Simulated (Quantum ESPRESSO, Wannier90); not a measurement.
Tight-binding from DFT: ZrS2 (CdI2 type)

```
begin unit_cell_cart
ang
    3.6913800628    0.0000000000    0.0000000000
   -1.8456900314    3.1968289094    0.0000000000
    0.0000000000    0.0000000000    6.0410800000
end unit_cell_cart
begin atoms_frac
Zr   0.0000000000  0.0000000000  0.0000000000
S   -0.3333333333  0.3333333333 -0.2379100000
S    0.3333333333 -0.3333333333  0.2379100000
end atoms_frac
```

Materials Project entry mp-1186; symmetrised, unrelaxed at this level. Not found in the COD (Crystallography Open Database) copy used; not checked further. Computed values, not measurements, from PBEsol: Quantum ESPRESSO (norm-conserving PseudoDojo potentials, cutoff 53 Ry, no spin polarisation, no spin-orbit coupling) on a Γ-centred 12×12×6 mesh, then Wannier90. Density: 12×12×6 mesh, cold smearing 0.01 Ry. The cell is built of weakly bound layers, chains or molecules, whose nearest atoms lie 3.82 Å apart. Database cells relaxed without dispersion often hold them too far apart, which can enlarge gaps and weakens couplings between them; spacing and stacking were not compared with the measured crystal.

Bands 5-12 form an isolated set from -12.58 to 0.00 eV relative to the valence-band maximum (on the path) and are turned into 8 Wannier functions by minimising the spread from the start: SCDM (isolated).

Centres (Cartesian, Å; one of the equivalent choices) and spreads:

```csv
n,x,y,z,spread (Å²),nearest atom
1,-2.306,0.799,-1.023,1.936,S2
2,1.385,-0.800,1.023,1.936,S3
3,0.001,-1.599,-1.026,1.939,S2
4,-1.384,-0.800,1.027,1.939,S3
5,-1.384,0.800,-1.028,1.940,S2
6,1.847,-1.598,1.028,1.940,S3
7,1.844,-1.064,1.747,1.793,S3
8,-1.848,1.065,-1.747,1.793,S2
```

Ω_I = 13.08 Å², Ω_total = 15.22 Å²; the interpolated bands follow pw.x to 0.5 meV rms on the path. It is the lowest total spread that any start reached here.
